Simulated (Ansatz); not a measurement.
## Property card of a TiTe₂ sheet

The structure comes from a generated guess, relaxed at this level; another structure or a mixture of phases may lie lower.

Level of theory: Ansatz 0.2.0, DFT PBE, scalar-relativistic, plane waves, PAW. Settings: cutoff 420 eV, Γ-centred mesh 12×12×1 on the computed 3-atom cell, Gaussian smearing of 0.01 eV; no spin polarisation.

This is a two-dimensional sheet: the third axis spans vacuum and isn't periodic.

```yaml
crystal:
  periodic: [true, true, false]
  lattice:
    - [3.74777, 0.00000, 0.00000]
    - [-1.87389, 3.24567, 0.00000]
    - [0.00000, 0.00000, 30.92914]
  atoms:
    - { symbol: Ti, position: [0.00000, 0.00000, 0.29099] }
    - { symbol: Te, position: [0.33333, 0.66667, 0.23324] }
    - { symbol: Te, position: [0.33333, 0.66667, 0.34874] }
```

The zero of energy is the elements' standard structures at the same level; no fitted shifts are applied.

For TiTe₂, the layer group is p-6m2 (No. 78) and the in-plane cell is a = 3.748 Å, b = 3.748 Å, γ = 120.0°. The area per atom is 4.05 Å², the thickness between the outermost nuclei is 3.57 Å and the energy over the elements is −0.590 eV/atom. The band gap over mesh and path is 0.18 eV. The löwdin character of the top 1 eV of the valence band is Te 5p 67 %, Ti 3d 30 %. The löwdin character of the lowest 1 eV of the conduction band is Ti 3d 84 %, Te 5p 11 % and the bader charges (e) is Ti1 1.37, Te2 -0.69, Te3 -0.69.

Levels along Γ–M–K–Γ, in eV from a zero inside the gap, sorted by energy at each point. Points in fractions of the primitive reciprocal vectors: Γ (0.000 0.000 0.000), M (0.500 0.000 0.000), K (0.333 0.333 0.000).
| point | k (1/Å, with 2π) | band 19 | band 20 | band 21 | band 22 | band 23 | band 24 | band 25 |
| --- | --- | --- | --- | --- | --- | --- | --- | --- |
| Γ | 0.000 | -0.82 | -0.82 | -0.09 | -0.09 | 0.79 | 2.71 | 2.71 |
| - | 0.484 | -1.93 | -0.79 | -0.72 | -0.60 | 0.38 | 1.86 | 2.02 |
| M | 0.968 | -2.62 | -1.32 | -0.74 | -0.43 | 0.10 | 1.55 | 1.84 |
| - | 1.247 | -2.56 | -1.83 | -1.81 | -0.74 | 0.52 | 1.61 | 1.92 |
| K | 1.527 | -3.22 | -2.44 | -2.42 | -0.77 | 0.74 | 1.44 | 2.20 |
| - | 2.086 | -2.10 | -1.39 | -1.02 | -0.48 | 0.40 | 1.69 | 1.92 |
| Γ | 2.644 | -0.82 | -0.82 | -0.09 | -0.09 | 0.79 | 2.71 | 2.71 |

The last run used a 12×12×1 mesh for its 3-atom cell and Gaussian smearing of 0.01 eV. These runs have no spin–orbit coupling, which can matter for Te. Kohn–Sham gaps at this level usually fall short of measured ones. The missing spin–orbit coupling can work the other way here. The reference form of Te is held partly by dispersion forces, which this level lacks. Small gaps are read on the mesh alone, and bands can cross between its points.
